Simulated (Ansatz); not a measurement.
Given:

BaMgF4:
```xyz
12
Lattice="2.0457 -7.2868 0.0000 2.0457 7.2868 0.0000 0.0000 0.0000 5.8228" Properties=species:S:1:pos:R:3 pbc="T T T"
Ba     2.0457    -2.1972     0.8518
Ba     2.0457     2.1972     3.7632
Mg     2.0457    -6.0564     1.1053
Mg     2.0457     6.0564     4.0167
F      2.0457     1.1531     1.1862
F      2.0457    -1.1531     4.0976
F      2.0457    -4.4126     2.2200
F      2.0457     4.4126     5.1314
F      2.0457     6.8717     0.0505
F      2.0457    -6.8717     2.9619
F      2.0457     4.9024     2.4440
F      2.0457    -4.9024     5.3554
```

This is the PBEsol-relaxed structure. x, y and z are the axes in which the lattice vectors are written.

Problem. All from PBEsol in the plane-wave PAW code Ansatz, unless another level is named. Give the Debye temperature from the elastic constants.

Solution. 357 K.

Problem. Predict the piezoelectric stress constants (proper, relaxed ions, C/m²).

Solution. e15 = 0.02, e24 = 0.83, e32 = -0.17, e33 = -0.60.

Space group Cmc2_1. The workflow started from a Materials Project entry (that database holds measured and hypothetical structures alike); the Crystallography Open Database files this formula in space group No. 36, but the cells were not matched. Whether it is the stable phase at ambient conditions was not checked. The cell was relaxed with PBEsol under the symmetry of its start; its stability against distortions is not shown here. Signs of piezoelectric constants follow the polarity of the cell as given. Spin–orbit coupling is left out wherever it is not named.

Potentials: the earlier of the program's two PAW sets. The files were generated under PBE; for other functionals the program regenerates the frozen cores, and for LDA and PBEsol the local potential too.
